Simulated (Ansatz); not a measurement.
Ag3Au:
```
Ag3Au
1.0
    4.10719     0.00000     0.00000
    0.00000     4.10719     0.00000
    0.00000     0.00000     4.10719
Ag Au
3 1
Cartesian
  2.05359   0.00000   2.05359
  0.00000   2.05359   2.05359
  2.05359   2.05359   0.00000
  0.00000   0.00000   0.00000
```

Relaxed with r²SCAN.

Map the electron localisation function on the plane through (0.500, 0.000, 0.500) spanned by u = [1, 1, 0] and v = [1, 0, 1] in lattice vectors, from r²SCAN in the plane-wave PAW code Ansatz.

x is the fraction of u, y of v (the angle between them is 60°; rows are the nearest grid lines); atoms in the plane: Ag at (0.00, 0.00), Ag at (0.50, 0.00), Ag at (0.50, 0.50), Au at (0.00, 0.50).
```
|997531000024689986420000135799|
|997642000013578987531000024679|
|566543100000235666532000001245|
|344432100000013444431000000123|
|122321000000001223211000000001|
|001110000000000001100000110000|
|100000000000000000000011122111|
|211000000012211000000111233322|
|321110000123433200000112344443|
|543211000134555421000112345555|
|765431100135788764200012356677|
|876542100135689976410011345688|
|886543110014679986531001245678|
|776653210002467887531001134567|
|555543211000124555431000112345|
|344443211000002334321000011123|
|223332111000000112210000000112|
|111221110000000000000000000001|
|000011000001100000000000011100|
|100000000112322100000000123221|
|321000000134444310000001234443|
|542100000235666532000001345665|
|976420000135789875310000246799|
|997531000024689986420000135799|
```
Scale: ten equal steps from 0.140 (start of '0') to 0.869 (end of '9'), in the order '0123456789'; x runs from 0.000 to 1.00, y from 0.000 (bottom) to 1.00 (top).

The density is the valence pseudo-density with augmentation charge, so density and ELF within about 1 Å of a nucleus are not all-electron values.

Space group Pm-3m (Cu3Au type). The workflow started from a Materials Project entry (that database holds measured and hypothetical structures alike); the Crystallography Open Database copy checked does not list it. Its standing as an ambient phase is unchecked. The r²SCAN relaxation kept the symmetry of its start; whether a distortion lowers the energy is not shown. No spin polarisation was allowed. Scalar-relativistic: spin–orbit coupling is off unless named, which matters more the heavier the elements.

Potentials: the later of the program's two PAW sets.
